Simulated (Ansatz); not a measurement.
GaN:
```xyz
4
Lattice="3.2183 0.0000 0.0000 -1.6091 2.7871 0.0000 0.0000 0.0000 5.2431" Properties=species:S:1:pos:R:3 pbc="T T T"
Ga     1.6091     0.9290     2.6170
Ga     0.0000     1.8581     5.2386
N      1.6091     0.9290     4.5923
N      0.0000     1.8581     1.9707
```

Relaxed with PBE. Special points in fractions of this cell's reciprocal vectors: Γ (0.000, 0.000, 0.000); M (0.500, 0.000, 0.000); K (0.333, 0.333, 0.000); A (0.000, 0.000, 0.500); L (0.500, 0.000, 0.500); H (0.333, 0.333, 0.500).

Task: List the band energies nearest the valence-band maximum at these points for DFT-PBE in the program Ansatz with PAW potentials.

Result: In eV from the valence-band maximum; about four levels below and three above (degenerate sets whole), none deeper than 8.9 eV; points with the same levels are listed once.

| k | below | above |
|---|---|---|
| Γ | -1.00 -1.00 -0.04 0.00 0.00 | 1.71 4.07 9.02 |
| M | -4.07 -2.64 -2.11 -0.96 | 4.99 5.37 5.98 |
| K | -5.08 -2.87 -2.87 -2.62 | 5.18 7.54 7.54 |
| A | -0.51 -0.51 -0.51 -0.51 | 4.06 4.06 8.32 8.32 |
| L | -1.87 -1.87 -1.83 -1.83 | 4.31 4.31 7.58 7.58 |
| H | -4.04 -4.04 -1.42 -1.42 | 6.23 6.23 7.25 7.25 |

Space group P6_3mc (wurtzite). The cell was relaxed with PBE under the symmetry of its start. Spin–orbit coupling is left out wherever it is not named.

Potentials: the later of the program's two PAW sets.
